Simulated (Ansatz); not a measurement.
Input file for Ansatz (a quantum-chemistry and plane-wave program):

Ansatz 0.2 input:
```yaml
crystal:
  lattice:
    - [2.1202214036, 1.2241103981, 17.5255155152]
    - [-2.1202214036, 1.2241103981, 17.5255155152]
    - [0.0, -2.4482207962, 17.5255155152]
  atoms:
    - { symbol: Te, position: [0.0, 0.0, 0.0] }
    - { symbol: Ge, position: [0.6993118484, 0.6993118484, 0.6993118484] }
    - { symbol: Te, position: [0.3977970747, 0.3977970747, 0.3977970747] }
    - { symbol: Sb, position: [0.1029833892, 0.1029833892, 0.1029833892] }
    - { symbol: Te, position: [0.802068429, 0.802068429, 0.802068429] }
    - { symbol: Te, position: [0.197931571, 0.197931571, 0.197931571] }
    - { symbol: Sb, position: [0.8970166108, 0.8970166108, 0.8970166108] }
    - { symbol: Te, position: [0.6022029253, 0.6022029253, 0.6022029253] }
    - { symbol: Ge, position: [0.3006881516, 0.3006881516, 0.3006881516] }
kpoints:
  mp_grid: { grid: [8, 8, 8] }
hamiltonian:
  xc: r2scan
  dispersion: d4
  pseudopotentials: { kind: paw }
scf:
  occupations: { method: fixed }
checkpoint: { read: static.run }
output: { bader: true, populations: true }
```

Output (shortened):

```
basis.fft_grid_basis auto: the FFT boxes are laid along the combinations [[1, 0, -1], [0, 1, -1], [0, 0, 1]] of the cell's own vectors, 4.240, 4.240 and 17.696 …
Pseudopotential: Te, paw, valence charge 16
Pseudopotential: Ge, paw, valence charge 14
Pseudopotential: Sb, paw, valence charge 15
Functional definition: r2SCAN
Crystal: 9 atoms, lattice volume = 272.913 Å³
Basis set: ecut = 500 eV, 6975 PW (Γ), FFT grids on a1−a3, a2−a3, a3, exchange–correlation on 128×128×540 points (64 copies of the dense FFT grid, shifted against one another)
Bands: 83, of which v1, the nominal top of the filled ones, is band 69 counted from 1 (68 counted from 0)
Symmetry: 12 space group operations
Space group: R-3m (ITA 166), of the structure as read, at distance tolerance 6.5e-5 Å
k-points: 65 of 512
Stability of the state it starts from, as read at its close in the unpolarized treatment …
iter 1 solved again at ethr=2.22e-7 eV; its pass at ethr=3.10e-3 eV (dr2=3.07e-4 eV) is discarded
SCF iter   1: F=—  HF=-56580.220378 eV  |F-HF|=—  |Δ(HF+E_count)|=         —  Δρ=6.83e-7  dr2=1.13e-9  dr2_τ=1.18e-10  ethr=2.22e-7  ⟨swp⟩=3.8  Hψ=30931  notcnv=0  defer=779
preconditioner: auto → Resta (q_TF=auto, 2.435 Å⁻¹)
SCF iter   2: F=—  HF=-56580.220473 eV  |F-HF|=—  |Δ(HF+E_count)|=   9.57e-5  Δρ=3.55e-7  dr2=5.32e-10  dr2_τ=1.05e-10  ethr=1.00e-12  ⟨swp⟩=14.2  Hψ=34020  notcnv=0
SCF iter   3: F=-56580.220473 eV  HF=-56580.220473 eV  |F-HF|=1.38e-10  |Δ(HF+E_count)|=  8.73e-11  Δρ=2.23e-7  dr2=1.46e-10  dr2_τ=1.68e-11  ethr=1.00e-12  ⟨swp⟩=1.0  Hψ=10591  notcnv=0
SCF 1 converged in 3 iterations: F = -56580.220473 eV  dr2 = 1.46e-10
SCF converged after 3 iterations
Free energy (F): -56580.220473 eV
Harris-Foulkes:  -56580.220473 eV  (|F-HF|=1.38e-10)
Internal energy: -56580.220473 eV  (E = F + TS)
E sigma→0 (E₀):  -56580.220473 eV
Fermi energy:    9.043978 eV
--- Per-component energies (eV) ---
  E_band       = -2042.857335
  E_kinetic    = 1529.301159
  E_local      = -15819.595425  (includes V_loc(G=0)·N_el)
  E_nonlocal   = 2.022993
  E_hartree    = 8341.692965
  E_xc         = -966.979522
  E_vxc        = -897.516611  (∫ρ·V_xc dr)
  E_paw        = -36690.596135  (= ΣΔE_a)
  E_vpaw       = -3596.214146  (= ΣTr[D̂ρ^β])
  E_aug_tail   = -0.000147  (compensation charges beyond the density's cutoff)
  E_vtau       = 55.759188  (kinetic-family band-sum trace: ∫τ·v_τ [+ j·A + Jᵃ·Aᵃ] dr)
  E_ewald      = -12974.953482
  E_disp       = -1.377699  (pairwise vdW)
  E_core_change = 0.264820  (= ΣΔE_core)
  E_smearing   =  0.000000  (= −TS)
  E_closure    = 0.000000  (closes the sum)
  Σ components = -56580.220473   (vs F -56580.220473, Δ=0.00e0)
  [band-id]    e_kinetic+e_local+e_nonlocal+2·e_hartree+e_vxc+e_vpaw+e_augmentation_tail+e_vtau = -2042.857058   (vs E_band -2042.857335, Δ=2.77e-4)
--- Band table (eV; the first three rows and the last of 65) ---
  k-point 0: bands = ["-28.9092", "-28.9092", "-28.9090", "-28.9090", "-28.8936", "-28.8936", "-28.8922", "-28.8922", "-28.8854", "-28.8852", "-28.7388", "-28.7388", "-28.7356", "-28.7356", "-28.7356", "-28.7356", "-28.7151", "-28.7151", "-28.7151", …
  k-point 1: bands = ["-28.9092", "-28.9090", "-28.9089", "-28.9087", "-28.8936", "-28.8936", "-28.8923", "-28.8922", "-28.8853", "-28.8850", "-28.7387", "-28.7387", "-28.7357", "-28.7357", "-28.7357", "-28.7356", "-28.7151", "-28.7151", "-28.7148", …
  k-point 2: bands = ["-28.9092", "-28.9089", "-28.9082", "-28.9080", "-28.8938", "-28.8937", "-28.8927", "-28.8922", "-28.8848", "-28.8846", "-28.7383", "-28.7383", "-28.7360", "-28.7360", "-28.7357", "-28.7357", "-28.7150", "-28.7150", "-28.7140", …
  k-point 64: bands = ["-28.9092", "-28.9092", "-28.9090", "-28.9090", "-28.8936", "-28.8936", "-28.8922", "-28.8922", "-28.8854", "-28.8852", "-28.7389", "-28.7389", "-28.7356", "-28.7356", "-28.7356", "-28.7356", "-28.7151", "-28.7151", "-28.7151", …
--- Löwdin populations: 9 sites ---
  site symbol       q [e]
     0     Te     15.8966
     1     Ge     14.0607
     2     Te     16.0329
     3     Sb     14.6724
     4     Te     16.1096
     5     Te     16.1096
     6     Sb     14.6724
     7     Te     16.0329
     8     Ge     14.0607
  spilling = 0.002551 (of n_electrons = 138.000000)
--- Bader charges: 9 sites ---
  site symbol  charge [e]  shift [e]
     0     Te     -0.4411     0.0000
     1     Ge      0.4392     0.0000
     2     Te     -0.4644     0.0000
     3     Sb      0.6019     0.0000
     4     Te     -0.3561     0.0000
     5     Te     -0.3562     0.0000
     6     Sb      0.6019     0.0000
     7     Te     -0.4644     0.0000
     8     Ge      0.4392     0.0000
  shift: an alarm, by how much a part of what the PAW files miss would move the charge. Where it is large, compare
  with a run on PAW files of another source; a small one proves nothing
  estimated error of the sums over rays = 3.8e-4 e
```

Cost: roughly 3 core-minutes on shared cores.

The start of the workflow was typed in or built on a structure type; neither database checked (COD, Materials Project) lists it. It is not the phase usual at ambient conditions (space group No. 164). The cell was relaxed with r²SCAN+D4 under the symmetry of its start; its stability against distortions is not shown here. Scalar-relativistic: spin–orbit coupling is off unless named, which matters more the heavier the elements.

Potentials: the later of the program's two PAW sets.

Ansatz is a plane-wave DFT program.
